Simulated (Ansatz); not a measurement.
Ti$_{6}$Si$_{7}$Ni$_{16}$:
```xyz
29
Lattice="0.0000 5.5428 5.5428 5.5428 0.0000 5.5428 5.5428 5.5428 0.0000" Properties=species:S:1:pos:R:3 pbc="T T T"
Ti     5.5428     3.3017     5.5428
Ti     5.5428     7.7838     5.5428
Ti     7.7838     5.5428     5.5428
Ti     3.3017     5.5428     5.5428
Ti     5.5428     5.5428     3.3017
Ti     5.5428     5.5428     7.7838
Si     0.0000     0.0000     0.0000
Si     2.7714     5.5428     2.7714
Si     5.5428     2.7714     2.7714
Si     2.7714     0.0000     2.7714
Si     0.0000     2.7714     2.7714
Si     2.7714     2.7714     5.5428
Si     2.7714     2.7714     0.0000
Ni     7.3841     3.7015     3.7015
Ni     3.7015     7.3841     7.3841
Ni     7.3841     7.3841     3.7015
Ni     3.7015     3.7015     7.3841
Ni     3.7015     7.3841     3.7015
Ni     7.3841     3.7015     7.3841
Ni     3.7015     3.7015     3.7015
Ni     7.3841     7.3841     7.3841
Ni     1.3061     4.2367     4.2367
Ni     9.7795     6.8488     6.8488
Ni     6.8488     6.8488     9.7795
Ni     4.2367     4.2367     1.3061
Ni     4.2367     1.3061     4.2367
Ni     6.8488     9.7795     6.8488
Ni     9.7795     9.7795     9.7795
Ni     1.3061     1.3061     1.3061
```

Relaxed with r²SCAN. Special points in fractions of this cell's reciprocal vectors: Γ (0.000, 0.000, 0.000); X (0.500, 0.000, 0.500); U (0.625, 0.250, 0.625); K (0.375, 0.375, 0.750); L (0.500, 0.500, 0.500); W (0.500, 0.250, 0.750).

### Question
List the band energies nearest the Fermi level at these points for r²SCAN (plane waves, PAW; program Ansatz).

### Answer
In eV from the Fermi level; about four levels below and three above (degenerate sets whole), none deeper than 8.9 eV; points with the same levels are listed once.

```csv
k,below,above
Γ,-0.49 -0.49 -0.49 -0.32 -0.32 -0.32,0.15 0.37 0.37 0.37
X,-0.79 -0.79 -0.78 -0.37 -0.18,0.03 0.03 0.16 0.16
U,-0.64 -0.48 -0.42 -0.04,0.05 0.08 0.30
L,-0.19 -0.19 -0.09 -0.09,0.01 0.32 0.53 0.53
W,-0.58 -0.58 -0.50 -0.10 -0.10,0.07 0.25 0.54
```

Space group Fm-3m. The workflow started from a Materials Project entry (that database holds measured and hypothetical structures alike); the Crystallography Open Database copy checked does not list it. Its standing as an ambient phase is unchecked. The cell was relaxed with r²SCAN under the symmetry of its start; whether a distortion lowers the energy is not shown. No spin polarisation was allowed.

Potentials: the later of the program's two PAW sets.
